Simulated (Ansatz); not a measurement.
Total density of states per atom from the program Ansatz at the LDA level (PAW), in 0.25 eV bins, energy from the valence-band maximum:

```tsv
E (eV)	states/eV/atom
-4.95	0.00
-4.70	0.11
-4.45	0.23
-4.20	0.44
-3.95	0.98
-3.70	1.01
-3.45	0.45
-3.20	0.19
-2.95	0.33
-2.70	0.40
-2.45	0.44
-2.20	0.47
-1.95	0.48
-1.70	0.65
-1.45	1.04
-1.20	1.26
-0.95	1.34
-0.70	1.21
-0.45	0.63
-0.20	0.32
0.05	0.03
0.30	0.00
0.55	0.00
0.80	0.00
1.05	0.00
1.30	0.00
1.55	0.00
1.80	0.00
2.05	0.00
2.30	0.00
2.55	0.00
2.80	0.00
3.05	0.00
3.30	0.00
3.55	0.00
3.80	0.00
4.05	0.00
4.30	0.00
4.55	0.00
4.80	0.00
5.05	0.00
5.30	0.01
5.55	0.01
5.80	0.02
6.05	0.02
6.30	0.03
6.55	0.04
6.80	0.04
7.05	0.05
7.30	0.07
7.55	0.08
7.80	0.11
8.05	0.19
8.30	0.22
8.55	0.23
8.80	0.23
9.05	0.26
9.30	0.32
9.55	0.39
9.80	0.47
```

**Question.** Which of these materials gives this?
(A) CoPtO2, R-3m (Co on 3b, Pt on 3a, O on 6c)
(B) ScAs, rock salt
(C) AgCl, rock salt
(D) MgO, rock salt

**Answer.** D, MgO, rock salt. Top 1 eV of the valence band: O 2p 98 %. Bottom 1 eV of the conduction band: Mg 3s 53 %, O 2s 37 %, O 2p 8 %. Projections are on Löwdin-orthogonalised atomic valence shells; empty p or d shells of many metals are not among them.

Space group Fm-3m (rock salt). Symmetry was held in the LDA relaxation; phonons on a q-mesh show no instability. The volume moved by -42 % from the start of the relaxation.

Potentials: the later of the program's two PAW sets.
